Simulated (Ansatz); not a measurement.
# Ba (bcc type) under strong compression

```
CELL_PARAMETERS angstrom
-2.51250 2.51250 2.51250
2.51250 -2.51250 2.51250
2.51250 2.51250 -2.51250
ATOMIC_POSITIONS crystal
Ba 0.00000 0.00000 0.00000
```

The base cell comes from a relaxation on PAW files under the same functional.

Its volume is scaled at fixed shape and fractional positions.

Computed with Ansatz 0.2.0; functional PBE, scalar-relativistic. Settings: a Γ-centred 11×11×11 k mesh, Fermi–Dirac smearing of 0.08 eV, no spin polarisation. Methods: LAPW: all electrons, basis error target 1 meV/atom; PAW: frozen-core files, cutoff 420 eV; crystal datasets: all electrons, by PAW datasets that the program makes for each cell; norm-conserving: pseudopotentials, cutoff 770 eV; PAW (core large): files with a larger core, cutoff 420 eV.

Energies are extrapolated to zero smearing and count from the unscaled cell; pressure is positive in compression; gaps take the mesh and a band path. No temperature or zero-point motion is included.

Spin–orbit coupling is left out, which matters for the heavy atoms. The structure type is held throughout; the real material can change phase at far lower pressure.

```
V/V0  V (Å³/atom)  P LAPW (GPa)  ΔE LAPW (eV/atom)  P PAW − LAPW (GPa)  ΔE PAW − LAPW (meV/atom)
1.00        63.44         -0.01              0.000                0.00                       0.0
0.92        58.37          0.80              0.012                0.00                       0.0
0.84        53.29          1.90              0.053                0.00                       0.0
0.76        48.22             ?                  ?                   ?                         ?
0.68        43.14          5.57              0.278                0.00                      -0.1
0.60        38.07          8.43              0.496                0.00                      -0.1
0.52        32.99         13.21              0.829               -0.01                      -0.3
0.45        28.55         19.97              1.285               -0.01                      -0.5
```

(1) Fit the Vinet equation to the LAPW pressures shown (residuals weighted by 1/(|P| + 0.03·Pmax)), and predict the pressure of the withheld row.

(2) At the smallest volume, how far do crystal datasets and norm-conserving and PAW (core large) lie from LAPW in pressure?

Results:

(1) The fit gives V0 = 63.37 Å³/atom, B0 = 8.51 GPa and B0′ = 2.87. At 48.22 Å³/atom, x = (V/V0)^(1/3) = 0.9129, and P = 3·B0·(1 − x)/x²·exp[1.5·(B0′ − 1)·(1 − x)] = 3.40 GPa. The run itself gave 3.44 GPa (-1.2 % off) and ΔE = 0.137 eV/atom.

(2) crystal datasets: 0.00 GPa; norm-conserving: +0.02 GPa; PAW (core large): -0.01 GPa, on a LAPW pressure of 19.97 GPa.
